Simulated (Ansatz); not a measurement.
A geometry of Rh away from equilibrium: the start of the relaxation of a relaxed Rh cell, doubled along one cell vector, shaken by Gaussian noise of σ = 0.08 Å a coordinate. These are r2SCAN (plane waves to 500 eV, PAW, scalar-relativistic; Ansatz, a quantum-chemistry and plane-wave program) values and carry that method's errors. Γ-centred k-mesh 15×15×8 on the run's cell (coarser than for final values), Fermi–Dirac smearing 0.05 eV.

```xyz
2
Lattice="0.0000 1.9001 1.9001 1.9001 0.0000 1.9001 3.8001 3.8001 0.0000" Properties=species:S:1:pos:R:3 pbc="T T T"
Rh     0.0414    -0.0609     0.0496
Rh     1.8554     1.7763    -0.0241
```

### Question
Which atoms carry the largest force, and which way does it point?

### Answer
0.68 eV/Å, on Rh1, Rh2 (atoms numbered as listed); on Rh1 its components are (-0.52, -0.44, -0.07).

### Question
What is the pressure?

### Answer
+0.8 GPa, compression positive.

### Question
How much energy per atom can still be gained by relaxing?

### Answer
0.02 eV/atom; the path ends in Fm-3m (No. 225) (fcc (Cu type)).

No spin polarisation in the result.

The run could not lose the symmetry of its start.
